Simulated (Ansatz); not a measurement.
The calculation used DFT PBE, scalar-relativistic, plane waves, PAW (Ansatz). Settings: cutoff 420 eV, Γ-centred meshes spaced at most about 0.3 Å⁻¹, and about 0.25 Å⁻¹ or finer for metals (2π included), Gaussian smearing. No spin polarisation in the final relaxations.

Each of these unrelaxed guesses is relaxed in cell and atoms within its symmetry. A guess keeps its type if space group and coordination stay and the shape of the cell changes little (axis ratios within about 15 %, angles within 6°); the volume may change.

1. Sc2AsSe

Space group Fmmm (No. 69). a = 5.183 Å, b = 7.607 Å, c = 10.036 Å, α = 90.00°, β = 90.00°, γ = 90.00°
| atom | site | symmetry | x | y | z |
| --- | --- | --- | --- | --- | --- |
| Sc | 8i | mm2 | 0.0000 | 0.0000 | 0.2488 |
| As | 4a | mmm | 0.0000 | 0.0000 | 0.0000 |
| Se | 4b | mmm | 0.5000 | 0.0000 | 0.0000 |

2. ScGaTe3

Space group R-3m:H (No. 166). a = 6.771 Å, b = 6.771 Å, c = 10.148 Å, α = 90.00°, β = 90.00°, γ = 120.00°
| atom | site | symmetry | x | y | z |
| --- | --- | --- | --- | --- | --- |
| Sc | 3a | -3m | 0.0000 | 0.0000 | 0.0000 |
| Ga | 3b | -3m | 0.3333 | 0.6667 | 0.1667 |
| Te | 9d | .2/m | 0.1667 | 0.3333 | 0.8333 |

Question: Which keep their type?

Answer: Guess 2 keeps its type.

| guess | kept | start group | end group | V start (Å³/atom) | V end | b/a and c/a, end over start | nearest neighbours start | nearest neighbours end |
| --- | --- | --- | --- | --- | --- | --- | --- | --- |
| 1 | no | Fmmm | I4/mmm | 24.7 | 24.6 | - | As 4, Sc 4, Se 4 | As 6, Sc 2, Se 2 |
| 2 | yes | R-3m | R-3m | 26.9 | 34.3 | 1.00, 1.08 | Ga 6, Sc 6, Te 2 | Ga 6, Sc 6, Te 2 |

Neighbours count within 15 % of an atom's shortest distance; end groups are read at 0.02 Å (0.05 Å in metals).

These runs have no spin–orbit coupling, which can matter for Te. In Sc2AsSe I4/mmm an odd number of electrons in the primitive cell allows no gap without spin; a larger cell or a magnetic state could open one. Cells relaxed within their symmetry can be saddle points.
